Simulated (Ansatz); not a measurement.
NbAg (rock salt, Fm-3m) at seven volumes, plane-wave PAW PBE (Ansatz code), scaled uniformly. One row is withheld.

```json
[
 {"V (Å³/atom)": "18.514", "P (GPa)": "13.99"},
 {"V (Å³/atom)": "19.125", "P (GPa)": "8.50"},
 {"V (Å³/atom)": "19.735", "P (GPa)": "3.88"},
 {"V (Å³/atom)": "20.345", "P (GPa)": "0.00"},
 {"V (Å³/atom)": "20.956", "P (GPa)": "?"},
 {"V (Å³/atom)": "21.566", "P (GPa)": "-6.00"},
 {"V (Å³/atom)": "22.176", "P (GPa)": "-8.29"}
]
```

Problem. Fit the shown pressures and predict the withheld one.

Solution. P = (3/2)B₀(x^(7/2) − x^(5/2))[1 + (3/4)(B′ − 4)(x − 1)] with x = (V₀/V)^(2/3). Least squares on the six rows gives V₀ = 20.346 Å³/atom, B₀ = 118 GPa, B′ = 4.78. At V = 20.956, x = 0.9805 and P = -3.25 GPa. The run itself gave -3.26 GPa.

The start of the workflow was typed in or built on a structure type; neither database checked (COD, Materials Project) lists it. Its standing as an ambient phase is unchecked. Symmetry was held in the PBE relaxation; its stability against distortions is not shown here. The run is not spin-polarised. The volume moved by 16 % from the start of the relaxation. Its formation energy is positive at this level, so the cell may be metastable or incomplete.

Potentials: the earlier of the program's two PAW sets.
